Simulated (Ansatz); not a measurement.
A geometry of TiO₂ away from equilibrium: step 3 of the relaxation of a relaxed TiO2 cell, doubled along one cell vector, shaken by Gaussian noise of σ = 0.08 Å a coordinate. These are r2SCAN (plane waves to 500 eV, PAW, scalar-relativistic; Ansatz, a program for electronic structure) values and carry that method's errors. Γ-centred k-mesh 2×4×4 on the run's cell (coarser than for final values), Fermi–Dirac smearing 0.05 eV.

```
TiO2
1.0
   -0.08170     8.44099     8.26870
    4.10199    -0.01020     4.10370
    4.11214     4.19999    -0.02035
Ti O
4 8
Cartesian
  0.08804  -0.00837   0.10884
 -0.08343   4.24372   4.08473
  2.12260   2.09961   2.18627
  1.98386   6.34460   6.15854
  3.14231   3.18154   1.16275
  3.01879   7.48147   5.12067
  1.16568   1.01625   1.20089
  0.85446   5.47159   5.03910
  1.01692   3.11599   3.22915
  1.03380   7.37145   7.34427
  3.21611   1.05867   3.25513
  2.96351   5.19931   6.95916
```

Problem. Which atoms carry the largest force, and which way does it point?

Solution. 2.52 eV/Å, on O12 (atoms numbered as listed); on O12 its components are (1.42, -1.62, 1.31).

Problem. What is the pressure?

Solution. +0.9 GPa, compression positive.

Problem. How much energy per atom can still be gained by relaxing?

Solution. 0.02 eV/atom; the path ends in P1 (No. 1) at a tolerance of 0.01 Å, Fd-3m (No. 227) at 0.1 Å.

No spin polarisation in the result.

The first start was generated by placing the elements on the sites of a structure type. Materials Project lists a structure of TiO2 in the same space group, P1 (No. 1); the sites were not compared with it, nor with measured phases. Known forms of TiO2 include space group No. 61, 136, 141.
